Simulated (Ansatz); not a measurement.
## Perturbing Bi2S3

Base: a COD entry, ions relaxed with PBE at fixed cell.

Space group Pnma (No. 62); a = 11.3450, b = 3.9940, c = 11.1930 Å.

| site | Wyckoff | site symmetry | x | y | z |
| --- | --- | --- | --- | --- | --- |
| Bi1 | 4c | .m. | 0.4866 | 0.2500 | 0.3251 |
| Bi5 | 4c | .m. | 0.3388 | 0.7500 | 0.0320 |
| S9 | 4c | .m. | 0.2845 | 0.2500 | 0.1922 |
| S13 | 4c | .m. | 0.5498 | 0.7500 | 0.1292 |
| S17 | 4c | .m. | 0.3780 | 0.7500 | 0.4438 |

One atom of each set is listed.

Level of theory: DFT, PBE, plane waves and PAW, scalar-relativistic, 420 eV cutoff, Γ-centred 3×7×3 k-points, Fermi–Dirac smearing 0.02 eV (Ansatz 0.2.0).

**Question.** Variant: atom 12 (S) replaced by Se, ions relaxed, the cell held. What happens to the gradients (10²¹ V/m²)?

**Answer.** 

| site | atoms alike | V_zz base | η base | V_zz variant | η variant |
| --- | --- | --- | --- | --- | --- |
| Bi1 | 1 | 7.66 | 0.99 | -7.26 | 0.70 |
| Bi2 | 1 | 7.66 | 0.99 | 8.21 | 0.94 |
| Bi3 | 1 | 7.66 | 0.99 | 8.14 | 0.68 |
| Bi4 | 1 | 7.66 | 0.99 | -8.17 | 0.51 |
| Bi5 | 1 | -19.52 | 0.08 | -17.86 | 0.09 |
| Bi6 | 1 | -19.52 | 0.08 | -20.3 | 0.03 |
| Bi7 | 1 | -19.52 | 0.08 | -19.68 | 0.11 |
| Bi8 | 1 | -19.52 | 0.08 | -13.74 | 0.18 |
| S10 | 1 | -2.67 | 0.34 | -2.26 | 0.36 |
| S11 | 1 | -2.67 | 0.34 | -2.81 | 0.21 |
| S12 | 1 | -2.67 | 0.34 | Se 3.07 | 0.77 |
| S13 | 1 | 4.24 | 0.94 | -3.92 | 0.99 |
| S17 | 1 | -8.90 | 0.16 | -7.92 | 0.15 |
| S20 | 1 | -8.90 | 0.16 | -8.69 | 0.13 |

The largest change of V_zz along a kept axis among the elements kept is on Bi8, from -19.52 to -13.74. In per cent, |V_zz| changes by -30 to +7 on Bi, -15 to +5 on S (all sites that start above 0.5, bar those whose gradient vanishes or changes sign or whose main axis turns by over 40°). Where |V_zz| stays above 0.1 and the axes keep their order, η moves most on Bi3, from 0.99 to 0.68. On Bi4, Bi1, S13 the largest principal value lies along another axis in the second run, so the two V_zz can't be compared directly. The table leaves out 6 of the 20 sites, with |V_zz| up to 8.91; their tensors move by 0.36 at most along any direction. The statements above cover all sites. The number of symmetry-distinct sites goes from 5 to 20.

The Se atoms stand 3.99 Å apart, so this is an ordered compound, not a dilute alloy. The relaxation keeps the symmetry of the start, which can hold atoms on axes and η at zero.

Spin–orbit coupling is left out, which shifts gradients on Bi by a few per cent, and by more where contributions nearly cancel.
